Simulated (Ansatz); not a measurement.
Structures of Sc₂W: which is lowest?

Plane-wave DFT in Ansatz with scalar-relativistic PAW potentials, cutoff 420 eV, Γ-centred meshes chosen by cell and gap, Gaussian smearing with energies taken to zero width. Every cell was relaxed (cell and atoms) in a run of its own, within the symmetry of its start. Functional: PBE.

Relaxed structures (starts from databases or built by putting these elements on another compound's sites):
A. Fd-3m, 6 atoms in the computed cell, a = 7.749 Å; sites (symmetry × multiplicity) Sc .-3m × 16, W -43m × 8; start: built
B. Fm-3m, 3 atoms in the computed cell, a = 6.529 Å; sites (symmetry × multiplicity) Sc -43m × 8, W m-3m × 4; start: built
C. P6/mmm, 3 atoms in the computed cell, a = 4.868 Å, c = 2.840 Å; sites (symmetry × multiplicity) Sc -6m2 × 2, W 6/mmm × 1; start: built

**Question.** Rank them by energy. Could pressure change the order?

**Answer.**
| structure | group | E − E(lowest) (meV/atom) | V (Å³/atom) | gap on mesh (eV) |
| --- | --- | --- | --- | --- |
| C | P6/mmm | 0.0 | 19.43 | 0.00 |
| A | Fd-3m | 532 | 19.39 | 0.00 |
| B | Fm-3m | 553 | 23.19 | 0.00 |

C is lowest, 532 meV/atom under A. The two lowest differ in volume by under 3 %, too little for a first-order estimate of what pressure does to that pair (other pairs aren't weighed here); with rigid cells even 3 % in favour of the higher one would need about 146 GPa. Other structures may lie lower than all of these, and vibrations aren't counted.

Spin-orbit coupling is left out, which matters for the bands of heavy elements.